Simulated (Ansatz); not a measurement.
The relaxed structure here is a generated cell of Bi2Te3: the first start was made by placing the elements on the sites of a structure type, and the end was not matched to a known phase here, so it may be hypothetical. Known forms of Bi2Te3 include space group No. 166.

The end point of a relaxation of Bi2Te3. Calculation: PBE (plane waves to 420 eV, PAW, scalar-relativistic; Ansatz, an electronic-structure program).

```xyz
5
Lattice="3.9122 2.2587 3.9025 -3.9122 2.2587 3.9025 0.0000 -4.5174 3.9025" Properties=species:S:1:pos:R:3 pbc="T T T"
Te    -2.3478     0.0000     5.8538
Te     1.1739    -2.0333     5.8538
Te     1.1739     2.0333     5.8538
Bi     0.0000     0.0000     3.8735
Bi     0.0000     0.0000     7.8340
```

Question: Determine the symmetry and give the standard cell with its independent sites.

Answer: Space group R32, hexagonal axes (No. 155); a = 7.824 Å, b = 7.824 Å, c = 11.708 Å, α = 90.00°, β = 90.00°, γ = 120.00°

```
atom  site  symmetry       x       y       z
----  ----  --------  ------  ------  ------
Te      9e        .2  0.3001  0.3001  0.5000
Bi      6c        3.  0.0000  0.0000  0.3309
```

Question: Give the shortest distances between elements (the closest pairs, up to four, under 3.6 Å).

Answer: Bi–Te 3.07 Å.

The volume per atom is 41.38 Å³ and the band gap is 0.47 eV, indirect (valence top at Γ, conduction bottom at 30 % of the way from Γ to T) (no spin-orbit coupling). The smallest direct gap comes out as 0.84 eV at 20 % of the way from Γ to T.

No spin polarisation in the result. Spin-orbit coupling is missing; with elements this heavy it can move band edges by tenths of an eV or more.

The run could not lose the symmetry of its start: the end is stationary, and may be a saddle point rather than a minimum.
